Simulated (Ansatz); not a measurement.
# AlCuBr4: ⁶³Cu NMR of the central transition

Cell: a COD entry, its atoms then relaxed with PBE in this cell.

```cif
data_AlCuBr4
_symmetry_space_group_name_H-M 'P-42c'
_symmetry_Int_Tables_number 112
_cell_length_a 5.7321
_cell_length_b 5.7321
_cell_length_c 10.6046
_cell_angle_alpha 90.000
_cell_angle_beta 90.000
_cell_angle_gamma 90.000
loop_
_atom_site_label
_atom_site_type_symbol
_atom_site_symmetry_multiplicity
_atom_site_Wyckoff_symbol
_atom_site_fract_x
_atom_site_fract_y
_atom_site_fract_z
Al Al 2 b 0.5000 0.0000 0.2500
Cu Cu 2 f 0.5000 0.5000 0.5000
Br Br 8 n 0.7426 0.2332 0.3739
```

One atom of each set is listed.

All values are calculated (Ansatz; DFT, PBE, plane waves and PAW, scalar-relativistic, 420 eV cutoff, Γ-centred 5×5×3 k-points, Fermi–Dirac smearing 0.02 eV), not measured.

⁶³Cu has I = 3/2 and Q = -220.0 mb (Pyykkö 2018); at 21.1 T its Larmor frequency is ν₀ = 238.4 MHz. Only the quadrupole interaction is simulated: positions count from each site's isotropic chemical shift, and J coupling is left out, as are shift anisotropy and dipolar coupling, which fast spinning averages.

Simulated pattern of one Cu site (fast magic-angle spinning, Gaussian broadening 0.07 kHz):

```
offset (kHz)  height
      -1.463       0
      -1.420       2
      -1.377       5
      -1.334       6
      -1.291       6
      -1.248       6
      -1.205       6
      -1.161       6
      -1.118       6
      -1.075       7
      -1.032       7
      -0.989       7
      -0.946      11
      -0.903      43
      -0.860      81
      -0.817      68
      -0.774      52
      -0.731      46
      -0.688      43
      -0.644      41
      -0.601      41
      -0.558      40
      -0.515      41
      -0.472      43
      -0.429      45
      -0.386      48
      -0.343      54
      -0.300      64
      -0.257      89
      -0.214     100
      -0.171      39
      -0.127       3
```

Q: Which |C_Q| and η does the pattern imply?

A: The pattern spans 1.21 kHz before broadening and its centre of gravity is at -0.563 kHz, which fixes P_Q; the places of the horns and steps fix η. That gives P_Q = 2.32 MHz, |C_Q| = 2.32 MHz and η = 0.00. The sign of C_Q can't be read from the pattern.

An axis of threefold or higher order runs through Cu, so V_zz lies along it and η is zero.
